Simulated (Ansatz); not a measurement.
Fe (bcc (W type)), relaxed and computed with several functionals in Ansatz (plane waves, PAW). Much of their spread follows the volume that each gives.

```csv
functional,V (Å³/atom),B₀ by P(V) fit (GPa)
PBE+D3(BJ),11.03,209
r²SCAN+D4,11.70,178
PBEsol,10.81,224
PBE,11.35,?
```

Q: Fit a straight line to ln B₀ against ln V and predict the withheld value.

A: Least squares on the 3 shown rows: ln B₀ = -2.86 × ln V + (12.215), with a scatter of 0.5 %. For PBE this gives 194. The run itself gave 192, a miss of 1.0 % of that.

Spin orders computed, not proven ground states: Fe, bcc (W type) with PBE+D3(BJ) ferromagnetic; Fe, bcc (W type) with r²SCAN+D4 ferromagnetic; Fe, bcc (W type) with PBEsol ferromagnetic; Fe, bcc (W type) with PBE ferromagnetic. All cells were relaxed under the symmetry of their starts (and spin orders); stability against distortions was not tested throughout.

Potentials: the earlier of the program's two PAW sets. The files were generated under PBE; for other functionals the program regenerates the frozen cores, and for LDA and PBEsol the local potential too.

Ansatz (an electronic-structure program) is a plane-wave DFT program.
